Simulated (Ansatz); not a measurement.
**Pb (P6_3/mmc), clamped-ion strain scan**

Theory: DFT PBEsol, scalar-relativistic, plane waves, PAW (Ansatz 0.2.0). The runs took a 420 eV cutoff, a Γ-centred 15×15×10 mesh and Gaussian smearing (0.15 eV). Spin–orbit coupling is left out, which can shift energies with elements as heavy as these. No spin polarisation. Energies are free energies at this smearing, counted from the undisturbed cell; pressure is positive in compression.

The starting cell (as given, not relaxed at this level; it stands at 1.0 GPa; this form isn't the usual structure):

```yaml
crystal:
  lattice:
    - [3.48000, 0.00000, 0.00000]
    - [-1.74000, 3.01377, 0.00000]
    - [0.00000, 0.00000, 5.59000]
  atoms:
    - { symbol: Pb, position: [0.33333, 0.66667, 0.25000] }
    - { symbol: Pb, position: [0.66667, 0.33333, 0.75000] }
```

The cell is strained by ε times the Voigt pattern (0, 0, 1, 0, 0, 0) (xx, yy, zz, yz, xz, xy; engineering shear) with fractional coordinates fixed. The cell is metallic on the mesh throughout.

| ε | ΔE (meV/atom) |
| --- | --- |
| -0.0200 | 12.7 |
| -0.0100 | 5.5 |
| 0.0000 | 0.0 |
| 0.0050 | -2.1 |
| 0.0150 | -4.9 |
| 0.0200 | -5.6 |

(1) Predict the pressure (GPa) at each point.

Results:

(1)
```tsv
ε	pressure (GPa)
-0.0200	2.2
-0.0100	1.6
0.0000	1.0
0.0050	0.7
0.0150	0.2
0.0200	0.0
```